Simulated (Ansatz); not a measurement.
Run on MnSe (zincblende type): DFT, r2SCAN, PAW with Ansatz's default frozen-core files, scalar-relativistic (Ansatz 0.2.0). This run: zincblende relaxed under pressure.

The start is a guessed cell of a prototype that needn't be stable.

Command: `ansatz run input.yaml --threads 2 --pin off --max-ram 7168MiB --backend cpu --events-out ev --progress --plain --runs-dir out` It took 100 s on 2 threads of Arm Neoverse V1, with other jobs on the host, peak memory 0.67 GiB.

```yaml
crystal:
  lattice:
    - [0.0, 2.9028688718, 2.9028688718]
    - [2.9028688718, 0.0, 2.9028688718]
    - [2.9028688718, 2.9028688718, 0.0]
  atoms:
    - { symbol: Mn, position: [0.0, 0.0, 0.0], spin: 3.0 }
    - { symbol: Se, position: [0.25, 0.25, 0.25] }
magnetization:
  spin_polarized: true
kpoints:
  mp_grid: { grid: [12, 12, 12] }
scf:
  occupations: { method: fermi_dirac, width: 0.05 }
hamiltonian:
  xc: r2scan
  pseudopotentials: { kind: paw }
output:
  forces: true
  stress: true
  eigenvalues: true
relax:
  f_tol: 0.005
  max_steps: 40
  cell: { p_target: 0.17, stress_tol: 0.03 }
```

Output:

```
Engine: ansatz 0.2.0
Pseudopotentials: kind: paw
Pseudopotential: Mn, paw, valence charge 15, recommended cutoff 500 eV (meta_gga), Mn.paw.azcp
Pseudopotential: Se, paw, valence charge 16, recommended cutoff 500 eV (meta_gga), Se.paw.azcp
Functional definition: r2SCAN
  parameter k0 = 0.174
  parameter k1 = 0.065
  parameter a1 = 4.9479
  exchange = r2scan_x(k0 = k0, k1 = k1, a1 = a1)
  correlation = r2scan_c
Crystal: 2 atoms, lattice volume = 48.923 Å³
Basis set: ecut = 500 eV, 1243 PW (Γ), exchange–correlation on 120×120×120 points (64 copies of the dense FFT grid, shifted against one another)
Bands: 21, of which v1, the nominal top of the filled ones, is band 16 counted from 1 (15 counted from 0)
Symmetry: 24 space group operations
Space group: F-43m (ITA 216), of the structure as read, at distance tolerance 3.7e-5 Å
Magnetic group: BNS 216.74 (UNI 1576), of the structure as read, at distance tolerance 3.7e-5 Å
k-points: 72 of 1728 (time reversal used)
Non-local potential: Mn, projectors of the file, l = 0: 3, l = 1: 2, l = 2: 3, l = 3: 1
Non-local potential: Se, projectors of the file, l = 0: 2, l = 1: 2, l = 2: 3, l = 3: 1
PAW form: soft (Blöchl's): semilocal exchange-correlation on the pseudo side does not see the compensation charge
PAW frozen core: Mn, regenerated for the run's functional (the file was generated under x = pbe(κ = 0.804, μ = 0.2195149727645171), c = pbe(β = 0.06672455060314922))
PAW frozen core: Se, regenerated for the run's functional (the file was generated under x = pbe(κ = 0.804, μ = 0.2195149727645171), c = pbe(β = 0.06672455060314922))
PAW one-centre angular grid: Mn, 590 points (default); XC on 160 Gauss nodes
PAW one-centre angular grid: Se, 590 points (default); XC on 160 Gauss nodes
Initial density: superposition of atomic densities (chi_scale 0.1, normalization cell, long waves kept (reshape's long-wave potential 0.00 eV rms))
Starting moments: Σ|m| = 3 μB on 1 of 2 sites
Initial wavefunctions: pseudopotential atomic-orbital guess
Functional: x = r2scan, c = r2scan; τ floored in thin density (d = 2e-4 eV/Å³)
SCF iter   1: F=—  HF=-9382.809796 eV  |F-HF|=—  |Δ(HF+E_count)|=         —  Δρ=1.21e-1 (↑1.21e-1 ↓2.50e-2)  dr2=9.15e0  dr2_τ=3.12e-2  dr2_m=1.50e0  M=3.914 μB ∫|m|=3.915 μB  β_m=0.98  ethr=3.10e-3  ⟨swp⟩=5.3  Hψ=12229  notcnv=0
Mixer restart at iter 1: flushing history
preconditioner: auto → Kerker (q_TF=auto, 2.529 Å⁻¹)  [metal: Δε(μ)=0.010 eV  Ē_g=8.132 eV  σ=0.050 eV  W_gap=0.05  n_scr=14 (ndim 8)  ℏωp=19.1 eV  f_vac=0.034  D(μ)=3.43/eV (n_scr^D=26)]
spin=Collinear: Kerker preconditioning applied to the charge; magnetization (m = ρ↑ − ρ↓) channel mixes plain (no charge-response kernel on spin).
SCF iter   2: F=—  HF=-9382.456950 eV  |F-HF|=—  |Δ(HF+E_count)|=   3.53e-1  Δρ=3.73e-2 (↑3.73e-2 ↓2.15e-2)  dr2=2.11e0  dr2_τ=1.71e-2  dr2_m=5.48e-2  M=4.303 μB ∫|m|=4.306 μB  β_m=1.00  ethr=3.10e-3  ⟨swp⟩=2.9  Hψ=7573  notcnv=0  defer=36  κ⁻¹=1.0e0(r=1)
SCF iter   3: F=—  HF=-9382.956965 eV  |F-HF|=—  |Δ(HF+E_count)|=   5.00e-1  Δρ=1.43e-2 (↑1.43e-2 ↓1.12e-2)  dr2=3.07e-1  dr2_τ=1.15e-3  dr2_m=1.59e-2  M=4.714 μB ∫|m|=4.719 μB  β_m=1.00  ethr=3.10e-3  ⟨swp⟩=2.3  Hψ=5245  notcnv=0  defer=37  κ⁻¹=4.6e-2(r=2)
SCF iter   4: F=—  HF=-9383.345783 eV  |F-HF|=—  |Δ(HF+E_count)|=   3.89e-1  Δρ=1.07e-2 (↑8.65e-3 ↓1.07e-2)  dr2=1.19e-1  dr2_τ=1.46e-3  dr2_m=1.09e-2  M=4.932 μB ∫|m|=4.938 μB  β_m=1.00  ethr=9.92e-4  ⟨swp⟩=2.3  Hψ=4331  notcnv=0  defer=43  κ⁻¹=2.7e-3(r=3)
SCF iter   5: F=—  HF=-9383.727904 eV  |F-HF|=—  |Δ(HF+E_count)|=         —  Δρ=4.22e-3 (↑4.22e-3 ↓4.16e-3)  dr2=3.58e-2  dr2_τ=1.26e-4  dr2_m=1.79e-3  M=4.999 μB ∫|m|=5.004 μB  β_m=1.00  ethr=3.84e-4  ⟨swp⟩=2.5  Hψ=6605  notcnv=0  defer=43
Mixer restart at iter 5: flushing history
SCF iter   6: F=—  HF=-9383.784514 eV  |F-HF|=—  |Δ(HF+E_count)|=   5.66e-2  Δρ=3.53e-3 (↑3.03e-3 ↓3.53e-3)  dr2=2.84e-2  dr2_τ=7.27e-5  dr2_m=1.56e-4  M=4.999 μB ∫|m|=5.003 μB  β_m=1.00  ethr=1.15e-4  ⟨swp⟩=2.0  Hψ=4908  notcnv=0  defer=45  κ⁻¹=1.0e0(r=1)
SCF iter   7: F=—  HF=-9383.819281 eV  |F-HF|=—  |Δ(HF+E_count)|=   3.48e-2  Δρ=2.71e-3 (↑2.36e-3 ↓2.71e-3)  dr2=1.90e-2  dr2_τ=5.20e-5  dr2_m=4.10e-5  M=5.000 μB ∫|m|=5.003 μB  β_m=1.00  ethr=9.18e-5  ⟨swp⟩=2.0  Hψ=4608  notcnv=0  defer=45  κ⁻¹=2.8e-1(r=2)
SCF iter   8: F=—  HF=-9383.835139 eV  |F-HF|=—  |Δ(HF+E_count)|=   1.59e-2  Δρ=1.15e-3 (↑1.15e-3 ↓1.04e-3)  dr2=4.27e-3  dr2_τ=8.00e-6  dr2_m=1.08e-5  M=5.000 μB ∫|m|=5.002 μB  β_m=1.00  ethr=6.14e-5  ⟨swp⟩=2.0  Hψ=6027  notcnv=0  defer=45  κ⁻¹=2.9e-2(r=3)
SCF iter   9: F=—  HF=-9383.832306 eV  |F-HF|=—  |Δ(HF+E_count)|=   2.83e-3  Δρ=9.72e-4 (↑8.45e-4 ↓9.72e-4)  dr2=9.02e-4  dr2_τ=1.54e-5  dr2_m=6.93e-6  M=5.000 μB ∫|m|=5.002 μB  β_m=1.00  ethr=1.38e-5  ⟨swp⟩=2.0  Hψ=4548  notcnv=0  defer=49  κ⁻¹=3.2e-3(r=4)
SCF iter  10: F=—  HF=-9383.836604 eV  |F-HF|=—  |Δ(HF+E_count)|=   4.30e-3  Δρ=6.35e-4 (↑3.48e-4 ↓6.35e-4)  dr2=2.87e-4  dr2_τ=2.98e-6  dr2_m=2.25e-5  M=5.000 μB ∫|m|=5.002 μB  β_m=1.00  ethr=2.91e-6  ⟨swp⟩=2.0  Hψ=5998  notcnv=0  defer=49  κ⁻¹=9.9e-4(r=5)
SCF iter  11: F=—  HF=-9383.837231 eV  |F-HF|=—  |Δ(HF+E_count)|=   6.28e-4  Δρ=2.42e-4 (↑2.10e-4 ↓2.42e-4)  dr2=7.45e-5  dr2_τ=3.60e-7  dr2_m=4.85e-7  M=5.000 μB ∫|m|=5.002 μB  β_m=1.00  ethr=9.27e-7  ⟨swp⟩=2.0  Hψ=3686  notcnv=0  defer=49  κ⁻¹=4.6e-4(r=6)
SCF iter  12: F=—  HF=-9383.837610 eV  |F-HF|=—  |Δ(HF+E_count)|=   3.78e-4  Δρ=1.53e-4 (↑1.19e-4 ↓1.53e-4)  dr2=3.96e-5  dr2_τ=1.49e-7  dr2_m=3.53e-7  M=5.000 μB ∫|m|=5.002 μB  β_m=1.00  ethr=2.40e-7  ⟨swp⟩=2.1  Hψ=5039  notcnv=0  defer=49  κ⁻¹=2.5e-4(r=7)
SCF iter  13: F=—  HF=-9383.837716 eV  |F-HF|=—  |Δ(HF+E_count)|=   1.07e-4  Δρ=7.57e-5 (↑7.57e-5 ↓4.80e-5)  dr2=3.98e-6  dr2_τ=9.10e-8  dr2_m=2.31e-7  M=5.000 μB ∫|m|=5.002 μB  β_m=1.00  ethr=1.28e-7  ⟨swp⟩=2.0  Hψ=5258  notcnv=0  defer=49  κ⁻¹=3.2e-5(r=8)
SCF iter  14: F=—  HF=-9383.837716 eV  |F-HF|=—  |Δ(HF+E_count)|=   2.57e-8  Δρ=4.61e-5 (↑4.61e-5 ↓4.25e-5)  dr2=2.56e-6  dr2_τ=4.34e-8  dr2_m=3.21e-8  M=5.000 μB ∫|m|=5.002 μB  β_m=1.00  ethr=1.28e-8  ⟨swp⟩=2.0  Hψ=5182  notcnv=0  defer=49  κ⁻¹=1.5e-5(r=8)
SCF iter  15: F=—  HF=-9383.837717 eV  |F-HF|=—  |Δ(HF+E_count)|=   6.33e-7  Δρ=1.08e-5 (↑1.03e-5 ↓1.08e-5)  dr2=8.85e-8  dr2_τ=1.94e-9  dr2_m=1.64e-8  M=5.000 μB ∫|m|=5.002 μB  β_m=1.00  ethr=8.26e-9  ⟨swp⟩=2.0  Hψ=5269  notcnv=0  defer=49  κ⁻¹=2.6e-6(r=8)
SCF iter  16: F=—  HF=-9383.837717 eV  |F-HF|=—  |Δ(HF+E_count)|=   4.07e-7  Δρ=1.05e-5 (↑1.05e-5 ↓4.83e-6)  dr2=7.58e-8  dr2_τ=4.57e-10  dr2_m=5.63e-9  M=5.000 μB ∫|m|=5.002 μB  β_m=1.00  ethr=2.86e-10  ⟨swp⟩=2.0  Hψ=5271  notcnv=0  defer=49  κ⁻¹=1.1e-6(r=8)
SCF iter  17: F=—  HF=-9383.837718 eV  |F-HF|=—  |Δ(HF+E_count)|=   2.52e-7  Δρ=4.29e-6 (↑4.29e-6 ↓2.97e-6)  dr2=1.71e-8  dr2_τ=1.17e-10  dr2_m=1.08e-9  M=5.000 μB ∫|m|=5.002 μB  β_m=1.00  ethr=2.45e-10  ⟨swp⟩=2.0  Hψ=5265  notcnv=0  defer=49  κ⁻¹=3.4e-6(r=8)
SCF iter  18: F=-9383.837718 eV  HF=-9383.837718 eV  |F-HF|=6.85e-8  |Δ(HF+E_count)|=   2.42e-8  Δρ=3.05e-6 (↑2.88e-6 ↓3.05e-6)  dr2=1.41e-8  dr2_τ=1.36e-10  dr2_m=1.05e-10  M=5.000 μB ∫|m|=5.002 μB  ethr=5.52e-11  ⟨swp⟩=3.2  Hψ=10782  notcnv=0
SCF 1 converged in 18 iterations: F = -9383.837718 eV  dr2 = 1.41e-8
  greatest PAW one-centre occupation: 1.005 electrons in one spin orbital (limit 2), on the Mn atom at site 0 (counted from 0), in its partial waves of l = 1
[... lines left out ...]
SCF converged after 12 iterations
Stability not checked: this state was not tested for a lower state beside it, because the mixer in use, unlike msr1, does not test its closes by its own steps (another_mixer; see scf.mixing.algorithm and scf.lower_state_search)
Magnetization: 5.0000 μB (18.0000 up, 13.0000 down)
Absolute magnetization: 5.0002 μB (∫|ρ↑−ρ↓|, with the PAW one-centre terms)
Spin contamination: 0.0164 ħ² per cell (⟨S²⟩ above its minimum at these occupations)
Per-site moments (μB) at R_I (Å): [(4.4147943164657955, 1.0566841202282995), (0.06894225662631807, 1.0566841202282995)]
Free energy (F): -9383.871306 eV
Harris-Foulkes:  -9383.871306 eV  (|F-HF|=1.82e-12)
Internal energy: -9383.871302 eV  (E = F + TS)
E sigma→0 (E₀):  -9383.871304 eV
Entropy (-TS):   -0.000004 eV (-0.002 meV/atom)
Fermi energy:    7.825658 eV
--- Per-component energies (eV) ---
  E_band       = -783.072907
  E_kinetic    = 416.608690
  E_local      = -5221.431079  (includes V_loc(G=0)·N_el)
  E_nonlocal   = -340.809939
  E_hartree    = 2364.064901
  E_xc         = -205.027892
  E_vxc        = -262.748062  (∫ρ·V_xc dr)
  E_paw        = -3242.819043  (= ΣΔE_a)
  E_vpaw       = -118.894319  (= ΣTr[D̂ρ^β])
  E_aug_tail   = -0.000217  (compensation charges beyond the density's cutoff)
  E_vtau       = 16.072195  (kinetic-family band-sum trace: ∫τ·v_τ [+ j·A + Jᵃ·Aᵃ] dr)
  E_ewald      = -3152.408910
  E_core_change = -2.047813  (= ΣΔE_core)
  E_smearing   = -0.000004  (= −TS)
  E_closure    = 0.000000  (closes the sum)
  Σ components = -9383.871306   (vs F -9383.871306, Δ=0.00e0)
--- Forces (eV/Å), atoms counted from 1 ---
  atom   1  Mn    -0.00000000    -0.00000000    -0.00000000
  atom   2  Se     0.00000000     0.00000000     0.00000000
  max |Σ_I F_I| component: 2.78e-17 eV/Å
--- Stress (GPa, compression-positive) ---
        0.191937      -0.000000      -0.000000
       -0.000000       0.191937       0.000000
       -0.000000       0.000000       0.191937
  P = ⅓ Tr σ = 0.1919 GPa (1.919 kbar)
--- Band table (eV; the first three rows and the last of 144) ---
  k-point 0 ↑: bands = ["-78.2663", "-45.7491", "-45.7491", "-45.7491", "-40.8375", "-40.8375", "-40.8375", "-40.8325", "-40.8325", "-6.6948", "2.5233", "2.5233", "2.5233", "3.6903", "3.6903", "7.4663", "7.4663", "7.4663", "8.3346", "13.2274", "13.2274"]
  k-point 1 ↑: bands = ["-78.2663", "-45.7492", "-45.7491", "-45.7491", "-40.8375", "-40.8375", "-40.8375", "-40.8325", "-40.8325", "-6.6602", "2.4834", "2.5388", "2.5388", "3.6880", "3.6880", "6.8993", "7.3945", "7.3945", "8.8545", "13.1529", "13.3374"]
  k-point 2 ↑: bands = ["-78.2663", "-45.7493", "-45.7491", "-45.7491", "-40.8376", "-40.8375", "-40.8375", "-40.8325", "-40.8325", "-6.5635", "2.3790", "2.5798", "2.5798", "3.6852", "3.6852", "6.0516", "7.2061", "7.2061", "9.5259", "13.1158", "13.5853"]
  k-point 71 ↓: bands = ["-72.0081", "-40.8206", "-40.8205", "-40.8188", "-40.8137", "-40.8135", "-39.5107", "-39.5079", "-39.5077", "-5.7529", "3.3732", "3.5428", "4.2898", "8.3615", "8.9881", "9.5441", "9.7528", "10.2218", "13.7860", "15.0282", "15.1188"]
--- Relaxed structure (3 steps of the walk, 3 accepted, 1 SCFs on fresh bases) ---
  F+E_penalty+E_count = -9383.87130591 eV   max|allowed force component| = 2.082e-17 eV/Å   (the final SCF, on the basis selected at the relaxed cell)
  cell:  # Å, volume = 51.7609 Å³
    - [-9.17166965921206e-34, 2.9579484182410263, 2.9579484182410263]
    - [2.9579484182410263, 1.936241372500324e-33, 2.9579484182410263]
    - [2.9579484182410263, 2.9579484182410263, 4.076297626316472e-33]
  atoms:
    - { symbol: Mn, position: [-4.505981766072406e-34, 6.5516421997494485e-34, 6.275201600603903e-34] }
    - { symbol: Se, position: [0.25, 0.25, 0.25] }
```

Antiferromagnetic order, which Cr and Mn prefer near zero pressure, wasn't tried. The magnetic state is the one reached from the start moments; other orders weren't searched. The PAW files were made under PBE.
